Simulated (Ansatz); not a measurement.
A generator proposed this cell of Zr2AlN3.

```
Zr Al N
1.0
     3.38054    0.00000    0.00000
    -1.69027    2.92764    0.00000
     0.00000    0.00000   16.22726
Zr Al N
4 2 6
Direct
  0.33333 0.66667 0.00000
  0.33333 0.66667 0.33333
  0.66667 0.33333 0.16667
  0.66667 0.33333 0.50000
  0.33333 0.66667 0.66667
  0.66667 0.33333 0.83333
  0.33333 0.66667 0.12667
  0.33333 0.66667 0.46000
  0.33333 0.66667 0.79333
  0.66667 0.33333 0.29333
  0.66667 0.33333 0.62667
  0.66667 0.33333 0.96000
```

All numbers below come from DFT PBE, scalar-relativistic, plane waves, PAW in Ansatz 0.2.0. Settings: cutoff 420 eV, Γ-centred mesh 6×6×1 on the computed 12-atom cell, Gaussian smearing of 0.10 eV; no spin polarisation.

Formation energies are uncorrected and refer to the elements' standard structures at the same level (N₂ as a molecule).

Q: Estimate its pressure, forces and energy as it stands.

A: The pressure is 11.7 GPa (the mean over three directions, positive in compression), the largest force is 3.21 eV/Å, and the energy is −1.06 eV/atom against the elements. The shortest distance is 2.06 Å.

Q: How much does it gain on relaxing, and where does it end?

A: Relaxing gains about 0.13 eV/atom (the start's value is from the coarse mesh, so the gain is rough) in 14 ionic steps and ends at −1.19 eV/atom on the finer mesh. The symmetry stays P3m1 (No. 156). The volume per atom grows by 3.0 %, from 13.4 to 13.8 Å³. The shortest distance goes from 2.06 Å (Al–N and Zr–N) to 1.91 Å (Al–N). Conventional cell: a = 3.372 Å, c = 16.803 Å. Zr on its first site has 4 N at 2.05–2.12 Å; Al on its first site is surrounded by 4 N at 1.91–2.00 Å; N on its first site is surrounded by 1 Zr at 2.05 Å and 3 Zr at 2.18 Å; 9 more sites not described.

The last run used a 12×12×4 mesh (in the run's order of axes) for its 12-atom cell and Gaussian smearing of 0.10 eV. The relaxation can't lower the symmetry of the start. A structure relaxed within its symmetry needn't be a true minimum. Another cell of Zr2AlN3 relaxed alike, in P-3m1, lies 216 meV/atom lower, so this cell isn't the stable form at this level.
